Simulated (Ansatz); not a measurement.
AlN (zinc blende, F-43m), LDA in the plane-wave PAW code Ansatz. The conduction-band minimum lies at X, with 3 equivalent valleys. Second derivatives d²E/dk² of the lowest band at one valley (eV·Å²), along Cartesian directions:

```json
[
 {"direction": "[100]", "d²E/dk²": "14.60"},
 {"direction": "[010]", "d²E/dk²": "23.72"},
 {"direction": "[001]", "d²E/dk²": "23.72"},
 {"direction": "[110]", "d²E/dk²": "19.16"},
 {"direction": "[101]", "d²E/dk²": "19.16"},
 {"direction": "[011]", "d²E/dk²": "23.71"}
]
```

### Question
Find the principal effective masses, the density-of-states mass and the conductivity mass.

### Answer
Off-diagonal terms follow from H_xy = H[110] − (H_xx + H_yy)/2, and m*/mₑ = 7.620 eV·Å² over each eigenvalue: 0.32, 0.32, 0.52. One valley's DOS mass (m₁m₂m₃)^(1/3) = 0.38, conductivity mass 3/(Σ 1/mᵢ) = 0.37 mₑ.

### Question
What effective density of states Nc follows at 300 K for parabolic valleys?

### Answer
Nc = 2.509e19 × 3 × (0.38)^(3/2) ≈ 1.8e19 cm⁻³.

### Question
With the computed static dielectric constant 8.36 (mean of the diagonal), estimate a hydrogenic donor's binding energy and radius.

### Answer
E = 13.606 eV × 0.37/8.36² ≈ 72 meV; a = 0.529 Å × ε/m* ≈ 12 Å. Semilocal masses tend to be too small when the gap is underestimated.

### Question
With ε∞ = 4.54 and ω_LO = 902 cm⁻¹, what Fröhlich coupling constant follows?

### Answer
α = (1/ε∞ − 1/ε0) √(m* × 13.606 eV/ħω_LO) = 0.68.

Symmetry was held in the LDA relaxation.

Potentials: the earlier of the program's two PAW sets. The files were generated under PBE; for other functionals the program regenerates the frozen cores, and for LDA and PBEsol the local potential too.
